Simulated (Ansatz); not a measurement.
Ga2O3:
```xyz
10
Lattice="2.4923 1.4389 4.4801 -2.4923 1.4389 4.4801 0.0000 -2.8779 4.4801" Properties=species:S:1:pos:R:3 pbc="T T T"
Ga     0.0000     0.0000    11.4970
Ga     0.0000     0.0000     1.9434
Ga     0.0000     0.0000     8.6636
Ga     0.0000     0.0000     4.7768
O      0.7567     1.5672     5.6002
O     -0.7567    -1.5672     7.8402
O     -1.7356    -0.1283     5.6002
O      1.7356     0.1283     7.8402
O      0.9789    -1.4389     5.6002
O     -0.9789     1.4389     7.8402
```

Relaxed with r²SCAN.

Map the electron localisation function on the plane through (0.855, 0.855, 0.855) spanned by u = [1, -1, 0] and v = [1, 1, 1] in lattice vectors, from DFT-r²SCAN in the program Ansatz with PAW potentials.

x is the fraction of u, y of v (the angle between them is 90°; rows are the nearest grid lines); atoms in the plane: Ga at (0.00, 0.00), Ga at (0.00, 0.29), Ga at (0.00, 0.79), Ga at (0.00, 0.50), O at (0.70, 0.89), O at (0.30, 0.39).
```
y \ x   0.000  0.0800  0.200  0.280  0.360  0.440  0.560  0.640  0.720  0.800  0.920   1.00
------  -----  ------  -----  -----  -----  -----  -----  -----  -----  -----  -----  -----
1.00    0.091   0.018  0.202  0.618  0.735  0.636  0.066  0.041  0.072  0.122  0.018  0.091
0.925   0.104   0.095  0.059  0.032  0.024  0.092  0.736  0.782  0.763  0.832  0.153  0.104
0.850   0.147   0.130  0.069  0.034  0.027  0.062  0.616  0.798  0.826  0.770  0.141  0.147
0.775   0.013   0.029  0.342  0.776  0.817  0.793  0.148  0.027  0.049  0.120  0.028  0.013
0.700   0.093   0.129  0.751  0.800  0.720  0.791  0.249  0.030  0.025  0.046  0.087  0.093
0.625   0.020   0.021  0.022  0.040  0.062  0.069  0.461  0.680  0.629  0.347  0.035  0.020
0.550   0.134   0.165  0.093  0.038  0.029  0.379  0.797  0.450  0.718  0.773  0.168  0.134
0.450   0.122   0.151  0.594  0.792  0.740  0.445  0.052  0.038  0.040  0.076  0.149  0.122
0.375   0.084   0.201  0.827  0.596  0.701  0.773  0.117  0.023  0.031  0.054  0.087  0.084
0.300   0.049   0.023  0.122  0.136  0.089  0.049  0.406  0.569  0.407  0.146  0.023  0.049
0.225   0.170   0.145  0.079  0.034  0.030  0.373  0.771  0.341  0.690  0.802  0.153  0.170
0.150   0.012   0.014  0.041  0.137  0.187  0.094  0.196  0.402  0.339  0.114  0.017  0.012
0.0750  0.135   0.137  0.793  0.735  0.478  0.776  0.335  0.031  0.030  0.065  0.114  0.135
0.000   0.091   0.018  0.202  0.618  0.735  0.636  0.066  0.041  0.072  0.122  0.018  0.091
```

The density is the valence pseudo-density with augmentation charge, so density and ELF within about 1 Å of a nucleus are not all-electron values.

Space group R-3c (corundum). The r²SCAN relaxation kept the symmetry of its start; of distortions, only those at the zone centre were tested.

Potentials: the earlier of the program's two PAW sets.
